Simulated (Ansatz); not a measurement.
Relaxed-ion elastic tensor of AlGa₃N₄ in space group P3m1 (No. 156; Pearson symbol hP8) in GPa (Voigt order), plane-wave PAW r²SCAN (Ansatz code); density 5.45 g/cm³, 11.13 Å³ per atom.

```
 373   134  96.5  -0.8   0.0   0.0
 134   373  96.5   0.8   0.0   0.0
96.5  96.5   402   0.0   0.0   0.0
-0.8   0.8   0.0   102   0.0   0.0
 0.0   0.0   0.0   0.0   102  -0.8
 0.0   0.0   0.0   0.0  -0.8   120
```

Problem. Is the crystal mechanically stable?

Solution. Yes: the smallest eigenvalue of C is 102 GPa.

Problem. Work out the Voigt, Reuss and Hill averages.

Solution. K_V = 200, K_R = 200, K_H = 200; G_V = 120, G_R = 117, G_H = 118 GPa.

Problem. Give Young's modulus, Poisson's ratio, Pugh's ratio and the universal anisotropy index.

Solution. E = 9KG/(3K + G) = 296 GPa; ν = 0.25; K/G = 1.69 (near the Pugh limit of 1.75, no verdict); A_U = 5G_V/G_R + K_V/K_R − 6 = 0.12.

Problem. Estimate the sound speeds and the Debye temperature.

Solution. v_l = √((K + 4G/3)/ρ) = 8100 m/s, v_t = √(G/ρ) = 4660 m/s, mean 5170 m/s; Θ = (h/k)(3n/4πV)^(1/3) v_m = 690 K.

Problem. Solve the Christoffel equation for the three sound speeds along x, y, z.

Solution. Eigenvalues of C_ijkl n_j n_l equal ρv² (piezoelectric stiffening left out). In km/s, slowest first: x 4.33, 4.69, 8.28; y 4.33, 4.69, 8.28; z 4.33, 4.33, 8.59.

Problem. How much does each axis shrink under pressure?

Solution. Linear compressibilities β_i = Σ_j S_ij (j = 1 to 3): x 1.7, y 1.7, z 1.7 per TPa.

The start of the workflow was typed in or built on a structure type; neither database checked (COD, Materials Project) lists it. Its standing as an ambient phase is unchecked. The cell was relaxed with r²SCAN under the symmetry of its start; whether a distortion lowers the energy is not shown.

Potentials: the earlier of the program's two PAW sets.
